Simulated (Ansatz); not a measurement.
**CsPbBr3: which input changes reach the field gradients?**

Cell: a COD entry, whose atoms a relaxation with PBE at fixed cell left in place.

```xyz
5
Lattice="5.8700 0.0000 0.0000 0.0000 5.8700 0.0000 0.0000 0.0000 5.8700" Properties=species:S:1:pos:R:3 pbc="T T T"
Cs    0.0000    0.0000    0.0000
Pb    2.9350    2.9350    2.9350
Br    0.0000    2.9350    2.9350
Br    2.9350    0.0000    2.9350
Br    2.9350    2.9350    0.0000
```

Atoms are numbered from 1 in the order listed; like atoms form one site, named after its first atom.

Reference run. Computed with Ansatz: DFT, PBE, plane waves and PAW, scalar-relativistic, 420 eV cutoff, Γ-centred 5×5×5 k-points, Fermi–Dirac smearing 0.02 eV.

It gives V_zz (10²¹ V/m²) Br 20.9 (η 0.00), among others. Each of these runs changes the input as listed (caps on SCF iterations aside):

A. scf.occupations: {method: fermi_dirac, width: 0.02} → {method: gaussian, width: 5.0}
B. hamiltonian.hubbard: not typed → {sites: [{species: Br, l: p, u_eff: 40.0}]}

Q: Which of these changes matter for the gradients?

A: 

```json
{"run": "A", "Br V_zz (η)": "7.68 (0.00)", "largest change of a gradient tensor, all atoms": "13.25", "note": "converged"}
{"run": "B", "Br V_zz (η)": "-15.85 (0.00)", "largest change of a gradient tensor, all atoms": "37", "note": "converged"}
```

Run B moves them most, on Br (V_zz from 20.9 to -15.85). Run A holds a smearing of electronvolts, so its numbers aren't properties of the crystal. Run B holds an enormous U, so its numbers aren't properties of the crystal.

On the reference run: This high-symmetry form of CsPbBr3 is unstable when cold, to tilts of the octahedra. The symmetry of the cell holds that distortion back, wholly or in part, and it would change the field gradients, the more the larger the distortion. Without spin–orbit coupling the gradients at and beside Pb can be off by some per cent, at some sites by more.
